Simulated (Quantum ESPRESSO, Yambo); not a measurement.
# AlSb at +1 % isotropic strain: DFT and GW levels

Space group F-43m (No. 216); a = 6.2166 Å, b = 6.2166 Å, c = 6.2166 Å, α = 90.00°, β = 90.00°, γ = 90.00°

```json
[
 {"atom": "Al", "site": "4a", "symmetry": "-43m", "x": "0.0000", "y": "0.0000", "z": "0.0000"},
 {"atom": "Sb", "site": "4d", "symmetry": "-43m", "x": "0.7500", "y": "0.7500", "z": "0.7500"}
]
```
(The calculation used a cell of 2 atoms; values per cell refer to that cell.)

The PBEsol cell relaxed from Materials Project entry mp-2624 was given an isotropic strain of +1 % on all lattice vectors, and the atoms were relaxed again.

Starting point: norm-conserving PBE (stringent potentials; Quantum ESPRESSO, 100 Ry, no spin-orbit coupling). G0W0 in Yambo: 4×4×4 Γ-centred k mesh, bands 5 to 255 and a 15 Ry block in the screening, 255 bands in G with the Bruneval-Gonze terminator, plasmon pole fitted at 27.2 eV.

- PBE gap along the band path = 1.25 eV
- PBE gap between the mesh's edge points (Γ → L) = 1.25 eV
- G0W0 gap between the same points = 1.86 eV
- PBE smallest direct gap on the mesh (at Γ) = 1.31 eV
- G0W0 direct gap at that point = 2.06 eV

```tsv
k point	band	E PBE (eV)	E QP (eV)	shift (eV)	Z
Γ	VB	0.00	-0.70	-0.70	0.78
Γ	CB	1.31	1.36	0.05	0.79
L	VB	-0.87	-1.63	-0.75	0.78
L	CB	1.25	1.16	-0.09	0.79
W	VB	-2.61	-3.42	-0.81	0.77
W	CB	3.96	3.79	-0.18	0.79
```

Energies count from the PBE valence-band maximum.

Convergence of the G0W0 settings was not tested.

Without spin-orbit coupling, band edges of such heavy elements can be off by tenths of an eV.
